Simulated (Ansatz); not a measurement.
Li$_{2}$O (anti-fluorite)

```xyz
3
Lattice="0.0000 2.3131 2.3131 2.3131 0.0000 2.3131 2.3131 2.3131 0.0000" Properties=species:S:1:pos:R:3 pbc="T T T"
Li     3.4696     3.4696     3.4696
Li     1.1565     1.1565     1.1565
O      0.0000     0.0000     0.0000
```

The volume is varied about the relaxed value V₀ at fixed cell shape. Symmetry pins the atoms to their sites.

Method: PBE (plane waves to 420 eV, PAW, scalar-relativistic; Ansatz, a first-principles code). k mesh 12×12×12 (Γ-centred), Fermi-Dirac smearing 0.05 eV. E stands for the smeared free energy. Stress and pressure are positive under compression. Li2O was relaxed with its symmetry unable to fall. ΔE is measured from the relaxed starting cell.

```json
[
 {"V (Å³/atom)": "7.756", "ΔE (meV/atom)": "8.2"},
 {"V (Å³/atom)": "7.855", "ΔE (meV/atom)": "5.1"},
 {"V (Å³/atom)": "7.954", "ΔE (meV/atom)": "2.8"},
 {"V (Å³/atom)": "8.053", "ΔE (meV/atom)": "1.2"},
 {"V (Å³/atom)": "8.152", "ΔE (meV/atom)": "0.3"},
 {"V (Å³/atom)": "8.251", "ΔE (meV/atom)": "0.0"},
 {"V (Å³/atom)": "8.350", "ΔE (meV/atom)": "0.3"},
 {"V (Å³/atom)": "8.449", "ΔE (meV/atom)": "1.2"},
 {"V (Å³/atom)": "8.548", "ΔE (meV/atom)": "2.5"},
 {"V (Å³/atom)": "8.647", "ΔE (meV/atom)": "4.4"},
 {"V (Å³/atom)": "8.746", "ΔE (meV/atom)": "withheld"}
]
```

Task: Fit a third-order Birch-Murnaghan form (E₀, V₀, B₀, B₀′ free) to the given rows and predict ΔE at V = 8.746.

Result: Least squares on the 10 given rows: ΔE = E₀ + (9V₀B₀/16)·y²·[2 + (B₀′ − 4)y], y = (V₀/V)^(2/3) − 1, with V₀ = 8.248 Å³/atom, B₀ = 79.59 GPa (160.2 GPa = 1 eV/Å³; the term in eV is multiplied by 1000), B₀′ = 4.66, E₀ = 0.01 meV/atom; root-mean-square residual 0.02 meV/atom. At 8.746 the fit gives 6.7 meV/atom; the calculation gives 6.7 meV/atom, the same to the digits shown. For the pressure the fit gives -4.07 GPa against the computed -4.14 GPa.

(A scan under strain: stresses follow from slopes of the energy per volume, elastic moduli from its curvatures.)
